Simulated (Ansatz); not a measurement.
Here is the system:

Relaxed BaTiO₃ (cubic perovskite):

```xyz
5
Lattice="4.0195 0.0000 0.0000 0.0000 4.0195 0.0000 0.0000 0.0000 4.0195" Properties=species:S:1:pos:R:3 pbc="T T T"
Ba     0.0000     0.0000     0.0000
Ti     2.0097     2.0097     2.0097
O      0.0000     2.0097     2.0097
O      2.0097     2.0097     0.0000
O      2.0097     0.0000     2.0097
```

Scan: atom 4 (O, nearest neighbour Ti at 2.010 Å; its periodic images, 4.0 Å or more away, move with it) is displaced along Cartesian z, direction (0.000, 0.000, 1.000) in Cartesian axes, by s. The other atoms stay.

The numbers are results of PBE (plane waves to 420 eV, PAW, scalar-relativistic; Ansatz, a quantum-chemistry and plane-wave program), not measurements. k mesh 7×7×7 (Γ-centred), Fermi-Dirac smearing 0.05 eV. E stands for the smeared free energy. BaTiO3 is run without spin polarisation. BaTiO3 was relaxed with its symmetry unable to fall. The PAW data are Ansatz's earlier set. This is a high-temperature form of BaTiO3. ΔE is measured from the undisplaced structure.

The scan covers s from -0.200 to 0.200 Å in 11 points.

Question: Is this a single well or a double well?

Answer: A single well with its minimum at or next to zero displacement.

Question: Is the energy the same for equal positive and negative displacements?

Answer: Even: the same for both signs. With its periodic images moving along, the atom's site symmetry in this cell is 4/mmm.

Question: What is the energy change at s = 0.200 Å?

Answer: 116.6 meV/cell.

Question: What force acts on the atom along the line at s = -0.200 Å?

Answer: 1.49 eV/Å.

(A displaced cell: forces are minus the slopes of the energy, force constants its curvatures, and phonons follow from these.)
